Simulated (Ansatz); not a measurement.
## Notes on YFe₅

```xyz
6
Lattice="2.4515 4.2462 0.0000 -2.4515 4.2462 0.0000 0.0000 0.0000 4.0875" Properties=species:S:1:pos:R:3 pbc="T T T"
Fe    0.0000    4.2462    2.0438
Fe    1.2258    2.1231    2.0438
Fe   -1.2258    2.1231    2.0438
Y     0.0000    0.0000    0.0000
Fe   -0.0002    2.8309    0.0000
Fe   -0.0002    5.6614    0.0000
```

The numbers come from plane-wave PAW DFT (Ansatz): PBEsol, no spin polarisation, 420 eV, 8×8×8 Γ-centred k points, cold occupations (width 0.2773 eV). Nothing was relaxed.

Q: What is the formation energy?

A: 0.26 eV an atom against the elements' usual phases (free molecules for gases, crystals otherwise, with no correction for O₂ or N₂), so at this geometry it isn't bound against them. Relaxing would lower it.

Q: What happens at the Fermi level?

A: It is a metal, with about 19 states/eV a cell as the mean within 0.25 eV of the Fermi level, mostly Fe d (94 %).

Q: Describe some of the short contacts.

A: Fe–Fe at 2.45 Å: least valence density 0.37 e/Å³ and ELF 0.29 there. Y–Fe at 2.83 Å: least valence density 0.21 e/Å³ and ELF 0.14 there. These are pseudo-fields; inside the PAW spheres they differ from the all-electron ones.

Q: How is the charge shared?

A: Bader charges in e: Y +1.54, Fe -0.31. In the mean Y gives up most and Fe takes most.

Q: What does the stress say?

A: The pressure is -18.1 GPa (compression positive), so with the atoms held at these fractions the cell would first shrink. The principal stresses -23.5, -15.4, -15.4 GPa differ, so its shape would change too.

Origin: a database entry at a rescaled volume. Caveats: no spin polarisation, so a magnetic state may lie lower; atoms or cell far from equilibrium; wide smearing.
